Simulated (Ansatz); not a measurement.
CdSiSb2 as one 4-atom ordering (P-4m2) on the zincblende lattice was relaxed with 5 functionals in Ansatz 0.2.0, cell and atoms free, the symmetry of the start kept (meshes: PBE 6×6×4, r2SCAN 6×6×4, PBEsol 6×6×4, LDA 6×6×4, HSE06 4×4×4). The cell comes from a prototype generator: it can be a known phase or a hypothetical one. Spin polarisation is off.

The HSE06 result:
```cif
data_structure
_symmetry_space_group_name_H-M 'P 1'
_symmetry_Int_Tables_number 1
_cell_length_a 4.3605
_cell_length_b 4.3605
_cell_length_c 6.4278
_cell_angle_alpha 90.000
_cell_angle_beta 90.000
_cell_angle_gamma 90.000
_cell_volume 122.22
loop_
_atom_site_label
_atom_site_type_symbol
_atom_site_fract_x
_atom_site_fract_y
_atom_site_fract_z
_atom_site_occupancy
Cd1 Cd 0.00000 0.00000 0.00000 1
Sb1 Sb 0.00000 0.50000 0.26871 1
Si1 Si 0.50000 0.50000 0.50000 1
Sb2 Sb 0.50000 0.00000 0.73129 1
```

Space group P-4m2 (No. 115), tetragonal; conventional cell a = 4.360 Å, c = 6.428 Å, 30.55 Å³ an atom. Cd has 4 Sb at 2.78 Å; Sb has 2 Si at 2.64 Å and 2 Cd at 2.78 Å; Si has 4 Sb at 2.64 Å.

(1) How does the cell change with r2SCAN?

(2) How does the cell change with PBEsol?

(3) Held at the r2SCAN cell, what mean stress do LDA and PBE find, and does its sign point to their own minimum?

The cell is metallic with PBE, r2SCAN, PBEsol, LDA, HSE06, and these meshes limit the relaxed cells of a metal.

Results:

(1) a = 4.346 Å, c = 6.462 Å; the volume differs by -0.1 % from HSE06's. Cd has 4 Sb at 2.78 Å; Sb has 2 Si at 2.64 Å and 2 Cd at 2.78 Å; Si has 4 Sb at 2.64 Å.

(2) a = 4.337 Å, c = 6.374 Å; the volume differs by -1.9 % from HSE06's. Cd has 4 Sb at 2.75 Å; Sb has 2 Si at 2.63 Å and 2 Cd at 2.75 Å; Si has 4 Sb at 2.63 Å.

(3) Yes. LDA -2.27 GPa, and its relaxed volume is -4.5 % from r2SCAN's; PBE +1.42 GPa, and its relaxed volume is +3.1 % from r2SCAN's. Compression counts positive, so a positive stress asks for a larger cell.
